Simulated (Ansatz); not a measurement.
Ansatz (a first-principles code) input:

Ansatz 0.2 input:
```yaml
crystal:
  lattice:
    - [-2.4264254642, 2.4264254642, 2.4264254642]
    - [2.4264254642, -2.4264254642, 2.4264254642]
    - [2.4264254642, 2.4264254642, -2.4264254642]
  atoms:
    - { symbol: C, position: [0.3253054163, 0.3253054163, 0.3253054163] }
    - { symbol: C, position: [0.0, 0.0, 0.6746945837] }
    - { symbol: C, position: [0.0, 0.6746945837, 0.0] }
    - { symbol: C, position: [0.6746945837, 0.0, 0.0] }
    - { symbol: C, position: [0.0, 0.0, 0.3253054163] }
    - { symbol: C, position: [0.6746945837, 0.6746945837, 0.6746945837] }
    - { symbol: C, position: [0.0, 0.3253054163, 0.0] }
    - { symbol: C, position: [0.3253054163, 0.0, 0.0] }
kpoints:
  mp_grid: { grid: [8, 8, 8] }
hamiltonian:
  xc: pbesol
  pseudopotentials: { azcp: { folder: ./paw }, kind: paw }
scf:
  occupations: { method: fixed }
elastic: { mode: relaxed_ion, stencil: two_point, amplitude: 0.005, f_tol: 0.0005 }
```

Output (shortened):

```
Pseudopotentials: kind: paw
Pseudopotential: C, paw, valence charge 4
Functional definition: PBEsol
Crystal: 8 atoms, lattice volume = 57.143 Å³
Basis set: ecut = 420 eV, 1061 PW (Γ), exchange–correlation on 60×60×60 points (8 copies of the dense FFT grid, shifted against one another)
Bands: 24, of which v1, the nominal top of the filled ones, is band 16 counted from 1 (15 counted from 0)
Symmetry: 48 space group operations
Space group: Im-3m (ITA 229), of the structure as read, at distance tolerance 3.9e-5 Å
k-points: 29 of 512
PAW frozen core: C, regenerated for the run's functional, and the local potential with it
Initial density: superposition of atomic densities (chi_scale 0.1, normalization cell)
Initial wavefunctions: pseudopotential atomic-orbital guess
Eigensolver: davidson
Functional: x = pbesol(κ = 0.804, μ = 0.12345679012345678), c = pbesol(β = 0.046)
all-band conjugate gradients solve this SCF's bands
SCF 1 converged in 10 iterations: F = -1967.921096 eV  dr2 = 9.58e-16
Crystal: 8 atoms, lattice volume = 56.857 Å³
Symmetry: 16 space group operations
k-points: 59 of 512
Initial density: handed on by an earlier stage of this run
Initial wavefunctions: pseudopotential atomic-orbital guess (no wavefunctions were taken with the density)
SCF 2 converged in 8 iterations: F = -1967.917882 eV  dr2 = 7.65e-14
relax step   1: F+E_penalty+E_count = -1967.91788172 eV  Δ(F+E_penalty+E_count) = +0.000e0 eV  max|allowed force component| = 9.887e-2 eV/Å  Δτ_max = 0.0000 Å  (8 SCF iters, accepted)
density extrapolation: transplant  |δρ|_rms = 9.779e-2 e/Å³  SAD shift = 1.068e-3 e/Å³
Crystal: 8 atoms, lattice volume = 56.857 Å³
Initial wavefunctions: those handed on with the density
SCF 3 converged in 7 iterations: F = -1967.918567 eV  dr2 = 3.83e-14
relax step   2: F+E_penalty+E_count = -1967.91856696 eV  Δ(F+E_penalty+E_count) = -6.852e-4 eV  max|allowed force component| = 5.065e-2 eV/Å  Δτ_max = 0.0011 Å  (7 SCF iters, accepted)
density extrapolation: transplant  |δρ|_rms = 9.779e-2 e/Å³  SAD shift = 1.128e-3 e/Å³
Crystal: 8 atoms, lattice volume = 56.857 Å³
SCF 4 converged in 7 iterations: F = -1967.918814 eV  dr2 = 4.16e-14
relax step   3: F+E_penalty+E_count = -1967.91881426 eV  Δ(F+E_penalty+E_count) = -2.473e-4 eV  max|allowed force component| = 6.202e-4 eV/Å  Δτ_max = 0.0011 Å  (7 SCF iters, accepted)
density extrapolation: transplant  |δρ|_rms = 9.778e-2 e/Å³  SAD shift = 1.359e-5 e/Å³
Crystal: 8 atoms, lattice volume = 56.857 Å³
SCF 5 converged in 5 iterations: F = -1967.918814 eV  dr2 = 5.53e-14
relax step   4: F+E_penalty+E_count = -1967.91881428 eV  Δ(F+E_penalty+E_count) = -1.945e-8 eV  max|allowed force component| = 2.310e-4 eV/Å  Δτ_max = 0.0000 Å  (5 SCF iters, accepted)
Crystal: 8 atoms, lattice volume = 56.857 Å³
SCF 6 converged in 3 iterations: F = -1967.918814 eV  dr2 = 3.62e-14
Crystal: 8 atoms, lattice volume = 57.428 Å³
Basis set: ecut = 420 eV, 1101 PW (Γ), exchange–correlation on 60×60×60 points (8 copies of the dense FFT grid, shifted against one another)
SCF 7 converged in 8 iterations: F = -1967.917967 eV  dr2 = 3.90e-14
relax step   1: F+E_penalty+E_count = -1967.91796738 eV  Δ(F+E_penalty+E_count) = +0.000e0 eV  max|allowed force component| = 9.236e-2 eV/Å  Δτ_max = 0.0000 Å  (8 SCF iters, accepted)
density extrapolation: transplant  |δρ|_rms = 9.637e-2 e/Å³  SAD shift = 2.136e-3 e/Å³
Crystal: 8 atoms, lattice volume = 57.428 Å³
SCF 8 converged in 8 iterations: F = -1967.918835 eV  dr2 = 2.85e-15
relax step   2: F+E_penalty+E_count = -1967.91883515 eV  Δ(F+E_penalty+E_count) = -8.678e-4 eV  max|allowed force component| = 2.598e-3 eV/Å  Δτ_max = 0.0022 Å  (8 SCF iters, accepted)
density extrapolation: transplant  |δρ|_rms = 9.637e-2 e/Å³  SAD shift = 5.037e-5 e/Å³
Crystal: 8 atoms, lattice volume = 57.428 Å³
SCF 9 converged in 6 iterations: F = -1967.918836 eV  dr2 = 4.79e-15
relax step   3: F+E_penalty+E_count = -1967.91883580 eV  Δ(F+E_penalty+E_count) = -6.567e-7 eV  max|allowed force component| = 3.660e-5 eV/Å  Δτ_max = 0.0000 Å  (6 SCF iters, accepted)
Crystal: 8 atoms, lattice volume = 57.428 Å³
SCF 10 converged in 3 iterations: F = -1967.918836 eV  dr2 = 4.32e-14
Crystal: 8 atoms, lattice volume = 57.142 Å³
Basis set: ecut = 420 eV, 1073 PW (Γ), exchange–correlation on 60×60×60 points (8 copies of the dense FFT grid, shifted against one another)
Symmetry: 8 space group operations
k-points: 95 of 512
SCF 11 converged in 9 iterations: F = -1967.919820 eV  dr2 = 9.22e-14
relax step   1: F+E_penalty+E_count = -1967.91981953 eV  Δ(F+E_penalty+E_count) = +0.000e0 eV  max|allowed force component| = 6.510e-3 eV/Å  Δτ_max = 0.0000 Å  (9 SCF iters, accepted)
density extrapolation: transplant  |δρ|_rms = 9.707e-2 e/Å³  SAD shift = 7.803e-5 e/Å³
Crystal: 8 atoms, lattice volume = 57.142 Å³
SCF 12 converged in 7 iterations: F = -1967.919825 eV  dr2 = 1.72e-14
relax step   2: F+E_penalty+E_count = -1967.91982464 eV  Δ(F+E_penalty+E_count) = -5.118e-6 eV  max|allowed force component| = 3.455e-3 eV/Å  Δτ_max = 0.0001 Å  (7 SCF iters, accepted)
density extrapolation: transplant  |δρ|_rms = 9.707e-2 e/Å³  SAD shift = 6.181e-5 e/Å³
Crystal: 8 atoms, lattice volume = 57.142 Å³
SCF 13 converged in 7 iterations: F = -1967.919826 eV  dr2 = 1.11e-14
relax step   3: F+E_penalty+E_count = -1967.91982604 eV  Δ(F+E_penalty+E_count) = -1.392e-6 eV  max|allowed force component| = 4.912e-4 eV/Å  Δτ_max = 0.0001 Å  (7 SCF iters, accepted)
Crystal: 8 atoms, lattice volume = 57.142 Å³
SCF 14 converged in 3 iterations: F = -1967.919826 eV  dr2 = 3.99e-14
Crystal: 8 atoms, lattice volume = 57.142 Å³
SCF 15 converged in 9 iterations: F = -1967.919820 eV  dr2 = 8.42e-14
relax step   1: F+E_penalty+E_count = -1967.91981953 eV  Δ(F+E_penalty+E_count) = +0.000e0 eV  max|allowed force component| = 6.510e-3 eV/Å  Δτ_max = 0.0000 Å  (9 SCF iters, accepted)
density extrapolation: transplant  |δρ|_rms = 9.707e-2 e/Å³  SAD shift = 1.382e-4 e/Å³
Crystal: 8 atoms, lattice volume = 57.142 Å³
SCF 16 converged in 7 iterations: F = -1967.919826 eV  dr2 = 8.18e-14
relax step   2: F+E_penalty+E_count = -1967.91982605 eV  Δ(F+E_penalty+E_count) = -6.520e-6 eV  max|allowed force component| = 2.906e-4 eV/Å  Δτ_max = 0.0002 Å  (7 SCF iters, accepted)
Crystal: 8 atoms, lattice volume = 57.142 Å³
SCF 17 converged in 3 iterations: F = -1967.919826 eV  dr2 = 4.35e-14
SCF converged after 10 iterations
Free energy (F): -1967.921096 eV
Harris-Foulkes:  -1967.921096 eV  (|F-HF|=9.09e-13)
Internal energy: -1967.921096 eV  (E = F + TS)
E sigma→0 (E₀):  -1967.921096 eV
Fermi energy:    9.518247 eV
--- Per-component energies (eV) ---
  E_band       = 32.094990
  E_kinetic    = 710.878955
  E_local      = -875.123492  (includes V_loc(G=0)·N_el)
  E_nonlocal   = 185.676409
  E_hartree    = 268.619352
  E_xc         = -375.643951
  E_vxc        = -464.888949  (∫ρ·V_xc dr)
  E_paw        = -767.968252  (= ΣΔE_a)
  E_vpaw       = -61.686778  (= ΣTr[D̂ρ^β])
  E_aug_tail   = 0.000141  (compensation charges beyond the density's cutoff)
  E_ewald      = -1114.529061
  E_core_change = 0.168804  (= ΣΔE_core)
  E_smearing   =  0.000000  (= −TS)
  E_closure    = 0.000000  (closes the sum)
  Σ components = -1967.921096   (vs F -1967.921096, Δ=0.00e0)
--- Forces (eV/Å), atoms counted from 1 ---
  atom   1  C     -0.00006598    -0.00006598    -0.00006598
  atom   2  C      0.00006598     0.00006598    -0.00006598
  atom   3  C      0.00006598    -0.00006598     0.00006598
  atom   4  C     -0.00006598     0.00006598     0.00006598
  atom   5  C     -0.00006598    -0.00006598     0.00006598
  atom   6  C      0.00006598     0.00006598     0.00006598
  atom   7  C     -0.00006598     0.00006598    -0.00006598
  atom   8  C      0.00006598    -0.00006598    -0.00006598
  max |Σ_I F_I| component: 3.47e-17 eV/Å
--- Stress (GPa, compression-positive) ---
       -0.020727       0.000000       0.000000
        0.000000      -0.020727       0.000000
        0.000000       0.000000      -0.020727
  P = ⅓ Tr σ = -0.0207 GPa (-0.207 kbar)
  The stress holds the Pulay correction. Without it, at fixed plane waves, as pw.x and ABINIT print it: P = -0.4669 GPa
  The stress includes an estimate of the error left by incomplete SCF convergence (largest component  0.0000 GPa; it does not cover the PAW one-centre terms).
--- Band table (eV; the first three rows and the last of 29) ---
  k-point 0: bands = ["-11.4384", "-3.2832", "-3.2832", "-3.2832", "-2.3069", "-2.3069", "-2.3069", "-2.0503", "3.6356", "3.6356", "3.6356", "4.2572", "4.2572", "9.2056", "9.2056", "9.2056", "13.5465", "13.5465", "13.5465", "17.5415", "18.1818", "18.1818", "18.3430", "18.3430"]
  k-point 1: bands = ["-11.3409", "-4.3117", "-3.8323", "-3.2487", "-2.4011", "-2.2406", "-1.5221", "-1.0281", "2.9594", "3.2850", "3.9302", "4.5408", "5.1352", "8.6669", "8.9368", "9.0632", "13.1911", "13.4197", "13.6766", "17.8741", "17.8988", "18.1543", "18.8784", "19.1525"]
  k-point 2: bands = ["-11.0745", "-5.5696", "-4.4550", "-3.1636", "-2.6077", "-2.3228", "-0.2142", "0.4966", "2.3908", "2.8403", "4.7085", "4.7648", "6.1296", "7.3486", "8.2139", "8.6485", "12.8217", "13.5565", "14.0301", "17.2037", "17.8441", "18.0330", "19.6937", "20.0296"]
  k-point 28: bands = ["-9.8526", "-6.2959", "-6.2959", "-6.2959", "-0.2849", "-0.2849", "0.6124", "2.8741", "2.8741", "2.8741", "3.3695", "3.3695", "3.3695", "9.5182", "9.5182", "9.5182", "13.2779", "15.3651", "15.3651", "15.3651", "17.9547", "17.9547", "17.9547", "18.7792"]
  band table: 24 of 24 bands, residual norms ≤ 1.0e-3 eV
--- Elastic constants: 2 strain directions × 2 members + reference (group order 48) ---
  dense FFT box of the reference and of every strained cell: 30×30×30
  strains applied: 11, 23; error gains: componentwise 1.00 (the most a stress slope's error grows in a printed constant), spectral 1.73 (1 for all six strains …
  C = ∂σ_k/∂η_j (tension-positive GPa; Voigt order 11 22 33 23 13 12):
       512.363    226.155    226.155      0.000      0.000      0.000
       226.155    512.363    226.155      0.000      0.000      0.000
       226.155    226.155    512.363      0.000      0.000      0.000
         0.000      0.000      0.000    288.557      0.000      0.000
         0.000      0.000      0.000      0.000    288.557      0.000
         0.000      0.000      0.000      0.000      0.000    288.557
  reference stress σ⁰ (GPa):      0.021      0.021      0.021      0.000      0.000      0.000
  moduli (Voigt/Reuss/Hill, GPa): K = 321.56/321.56/321.56   G = 230.38/205.15/217.76   E = 532.98   ν = 0.224
  mechanically stable: yes (min eigenvalue of sym C = 286.21 GPa)
  strain η (Voigt 11):  stress-route row diagonal C_11 = 512.36 GPa, energy-path curvature d²(F+E_count+ΔE)/dδ²/Ω₀ = 512.54 GPa
         δ    σ_11 (GPa)             F (eV)   n_scf  n_hpsi   n_pw
    -5.000e-3      -2.5544       -1967.9188143       3   13824   1144   relax 4 steps, max|allowed force component| 2.31e-4 eV/Å
     5.000e-3       2.5693       -1967.9188358       3   13981   1144   relax 3 steps, max|allowed force component| 3.66e-5 eV/Å
  strain η (Voigt 23):  stress-route row diagonal C_44 = 288.56 GPa, energy-path curvature d²(F+E_count+ΔE)/dδ²/Ω₀ = 288.82 GPa
         δ    σ_23 (GPa)             F (eV)   n_scf  n_hpsi   n_pw
    -5.000e-3      -1.4428       -1967.9198260       3   22519   1144   relax 3 steps, max|allowed force component| 4.91e-4 eV/Å
     5.000e-3       1.4428       -1967.9198260       3   22525   1144   relax 2 steps, max|allowed force component| 2.91e-4 eV/Å
```

Cost: roughly 2.1 core-minutes on shared cores.

The start of the workflow was typed in or built on a structure type; neither database checked (COD, Materials Project) lists it. It is not the phase usual at ambient conditions (space group No. 194, 227). Symmetry was held in the PBEsol relaxation; whether a distortion lowers the energy is not shown.

Potentials: the earlier of the program's two PAW sets. The files were generated under PBE; for other functionals the program regenerates the frozen cores, and for LDA and PBEsol the local potential too.

Ansatz is a plane-wave DFT program.
